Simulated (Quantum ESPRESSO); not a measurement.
pw.x input (Quantum ESPRESSO 7.5; PBEsol, PseudoDojo standard norm-conserving files, fully relativistic):

```
&CONTROL
  calculation = 'scf'
  pseudo_dir = './pseudo'
  outdir = './out'
  tprnfor = .true.
  tstress = .true.
/
&SYSTEM
  ibrav = 0
  nat = 5
  ntyp = 3
  ecutwfc = 84.0
  ecutrho = 336.0
  occupations = 'smearing'
  smearing = 'fd'
  degauss = 0.002
  nbnd = 48
  noncolin = .true.
  lspinorb = .true.
/
&ELECTRONS
  conv_thr = 5e-10
/
ATOMIC_SPECIES
F 18.9984 F.upf
Ca 40.0780 Ca.upf
Cs 132.9055 Cs.upf
CELL_PARAMETERS angstrom
  4.520530000000   0.000000000000   0.000000000000
  0.000000000000   4.520530000000   0.000000000000
  0.000000000000   0.000000000000   4.520530000000
ATOMIC_POSITIONS crystal
F   0.000000000000   0.500000000000   0.500000000000
F   0.500000000000   0.000000000000   0.500000000000
F   0.500000000000   0.500000000000   0.000000000000
Ca   0.500000000000   0.500000000000   0.500000000000
Cs   0.000000000000   0.000000000000   0.000000000000
K_POINTS automatic
6 6 6 0 0 0
```

End of the output:

```

[...]
     the Fermi energy is     7.1897 ev
!    total energy              =    -272.16749639 Ry
     estimated scf accuracy    <          1.3E-10 Ry
     smearing contrib. (-TS)   =       0.00000000 Ry
     internal energy E=F+TS    =    -272.16749639 Ry
     The total energy is F=E-TS. E is the sum of the following terms:
     one-electron contribution =    -111.38698229 Ry
     hartree contribution      =      76.65851684 Ry
     xc contribution           =     -61.06011836 Ry
     ewald contribution        =    -176.37891258 Ry
     convergence has been achieved in   9 iterations
     Forces acting on atoms (cartesian axes, Ry/au):
     atom    1 type  1   force =     0.00000000    0.00000000    0.00000000
     atom    2 type  1   force =     0.00000000    0.00000000    0.00000000
     atom    3 type  1   force =     0.00000000    0.00000000    0.00000000
     atom    4 type  2   force =     0.00000000    0.00000000    0.00000000
     atom    5 type  3   force =     0.00000000    0.00000000    0.00000000
     Total force =     0.000000     Total SCF correction =     0.000000
     Computing stress (Cartesian axis) and pressure
          total   stress  (Ry/bohr**3)                   (kbar)     P=      -10.69
  -0.00007266   0.00000000   0.00000000          -10.69        0.00        0.00
   0.00000000  -0.00007266   0.00000000            0.00      -10.69        0.00
   0.00000000   0.00000000  -0.00007266            0.00        0.00      -10.69
```
In a gapped system the printed Fermi energy is only some level inside the gap.

Geometry of the Materials Project entry, not relaxed at this level.
